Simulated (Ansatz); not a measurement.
## YSi: pressure against volume

YSi, Cmcm, a = 4.234 Å, b = 10.453 Å, c = 3.808 Å. The structure is a Materials Project entry; whether it is the stable form wasn't checked. Ansatz: PBEsol, PAW, 420 eV, Γ-centred 10×10×12 mesh on 4 atoms, Gaussian smearing 0.10 eV; no spin polarisation. Shape and atoms are relaxed at each volume; pressure is positive in compression.

| V (Å³/atom) | P (GPa) |
| --- | --- |
| 18.540 | 15.88 |
| 19.172 | 10.95 |
| 19.804 | 6.73 |
| 20.436 | 3.10 |
| 21.068 | 0.00 |
| 21.701 | ? |
| 22.333 | -4.95 |
| 23.175 | -7.48 |

Take V0 = 21.068 Å³/atom, fit the third-order Birch–Murnaghan form to the other rows, and predict the missing pressure.

With the Eulerian strain f = ½[(V0/V)^(2/3) − 1] and y = P/[3f(1 + 2f)^(5/2)], the form is the line y = B0 + 1.5 B0 (B0′ − 4) f. Rows (f, y): 0.04448, 96.2; 0.03244, 96.2; 0.02106, 96.1; 0.01026, 95.7; -0.01906, 95.4; -0.03078, 95.0. Means f = 0.009733, y = 95.767; Σ(Δf)² = 0.004322, ΣΔfΔy = 0.07025; the slope is their ratio. y = 95.61 + 16.26 f GPa, so B0 = 95.6 GPa and B0′ = 4 + 2 × (16.26)/(3 × 95.61) = 4.11. At V = 21.701, f = -0.00977, y = 95.45 and P = -2.66 GPa. The run gave -2.67 GPa, so the fit is 0.01 GPa too high, within the rms miss on the fitted rows (0.01 GPa).